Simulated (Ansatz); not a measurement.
Relaxed-ion elastic tensor of MoN2 in space group P4/mbm (No. 127; Mo on 2a, N on 4h) in GPa (Voigt order), LDA in the plane-wave PAW code Ansatz; density 8.36 g/cm³, 8.20 Å³ per atom.

|  | 1 | 2 | 3 | 4 | 5 | 6 |
|---|---|---|---|---|---|---|
| 1 | 792 | 201 | 169 | 0.0 | 0.0 | 0.0 |
| 2 | 201 | 792 | 169 | 0.0 | 0.0 | 0.0 |
| 3 | 169 | 169 | 870 | 0.0 | 0.0 | 0.0 |
| 4 | 0.0 | 0.0 | 0.0 | 279 | 0.0 | 0.0 |
| 5 | 0.0 | 0.0 | 0.0 | 0.0 | 279 | 0.0 |
| 6 | 0.0 | 0.0 | 0.0 | 0.0 | 0.0 | 291 |

Question: Is the crystal mechanically stable?

Answer: Yes: the smallest eigenvalue of C is 279 GPa.

Question: Work out the Voigt, Reuss and Hill averages.

Answer: K_V = 392, K_R = 392, K_H = 392; G_V = 297, G_R = 296, G_H = 297 GPa.

Question: Give Young's modulus, Poisson's ratio, Pugh's ratio and the universal anisotropy index.

Answer: E = 9KG/(3K + G) = 711 GPa; ν = 0.20; K/G = 1.32 (brittle by the Pugh limit of 1.75); A_U = 5G_V/G_R + K_V/K_R − 6 = 0.03.

Question: Estimate the sound speeds and the Debye temperature.

Answer: v_l = √((K + 4G/3)/ρ) = 9700 m/s, v_t = √(G/ρ) = 5950 m/s, mean 6570 m/s; Θ = (h/k)(3n/4πV)^(1/3) v_m = 970 K.

Question: Solve the Christoffel equation for the three sound speeds along x, y, z.

Answer: Eigenvalues of C_ijkl n_j n_l equal ρv². In km/s, slowest first: x 5.77, 5.90, 9.73; y 5.77, 5.90, 9.73; z 5.77, 5.77, 10.20.

Question: How much does each axis shrink under pressure?

Answer: Linear compressibilities β_i = Σ_j S_ij (j = 1 to 3): x 0.87, y 0.87, z 0.81 per TPa.

The workflow started from a Materials Project entry (that database holds measured and hypothetical structures alike); the Crystallography Open Database copy checked does not list it. Whether it is the stable phase at ambient conditions was not checked. The cell was relaxed with LDA under the symmetry of its start; of distortions, only those at the zone centre were tested. The run is not spin-polarised. As this level gives no gap, shear constants depend on the k-mesh and smearing (Fermi–Dirac, 0.1 eV here).

Potentials: the later of the program's two PAW sets.
